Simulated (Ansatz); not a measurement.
TaAs:
```
TaAs
1.0
    3.19936     0.00000     0.00000
    0.00000     3.19936     0.00000
    0.00000     0.00000     3.19936
Ta As
1 1
Direct
  0.00000   0.00000   0.00000
  0.50000   0.50000   0.50000
```

Relaxed with r²SCAN. Special points in fractions of this cell's reciprocal vectors: Γ (0.000, 0.000, 0.000); X (0.000, 0.500, 0.000); M (0.500, 0.500, 0.000); R (0.500, 0.500, 0.500).

Problem. List the band energies nearest the Fermi level at these points for plane-wave PAW r²SCAN (Ansatz code).

Solution. In eV from the Fermi level; about four levels below and three above (degenerate sets whole), none deeper than 8.9 eV; points with the same levels are listed once.

| k | below | above |
|---|---|---|
| Γ | -3.28 -3.28 -0.09 -0.09 -0.09 | 2.32 2.32 2.32 |
| X | -8.78 -2.46 -2.46 -2.25 | 2.71 3.85 6.03 |
| M | -5.25 -5.25 -3.41 | 0.20 0.20 1.98 |
| R | -6.78 -6.78 -6.78 | 3.03 3.03 3.03 |

Space group Pm-3m (CsCl type). The cell is a constructed one: a structure type filled with these elements; neither database checked (COD, Materials Project) lists it. It is not the phase usual at ambient conditions (space group No. 109). The cell was relaxed with r²SCAN under the symmetry of its start; its stability against distortions is not shown here. The run is not spin-polarised. Scalar-relativistic: spin–orbit coupling is off unless named, which matters more the heavier the elements.

Potentials: the later of the program's two PAW sets.
